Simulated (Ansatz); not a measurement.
HfPd$_{2}$ (MoSi2 or CaC2 type, I4/mmm), plane-wave PAW r²SCAN (Ansatz code), all energies at zero smearing, with the estimated change up to a 700 eV cutoff added, with one set of potentials and settings (totals compare only within such a set). Cell of 3 atoms (1 Hf, 2 Pd): -29707.022 eV.

| element | reference phase | E (eV/atom) |
|---|---|---|
| Hf | P6_3/mmc, 2 atoms in the cell | -15733.0631 |
| Pd | Fm-3m, 1 atoms in the cell | -6985.7456 |

Formation energy per atom, worked out: (-29707.022 − 1×(-15733.0631) − 2×(-6985.7456))/3 = -0.823 eV/atom (-79 kJ per mol of atoms), at 0 K, without zero-point energy or fitted corrections.

The workflow started from a Materials Project entry (that database holds measured and hypothetical structures alike); the Crystallography Open Database copy checked does not list it. With Hf and Pd taken as one species the cell has the higher symmetry I4/mmm, so it may be an ordered model of a mixed-site phase. Its standing as an ambient phase is unchecked. The r²SCAN relaxation kept the symmetry of its start; whether a distortion lowers the energy is not shown. The run is not spin-polarised. The references are the lowest solids computed at this level, not always the standard phases. Scalar-relativistic: spin–orbit coupling is off unless named, which matters more the heavier the elements.

Potentials: the later of the program's two PAW sets.
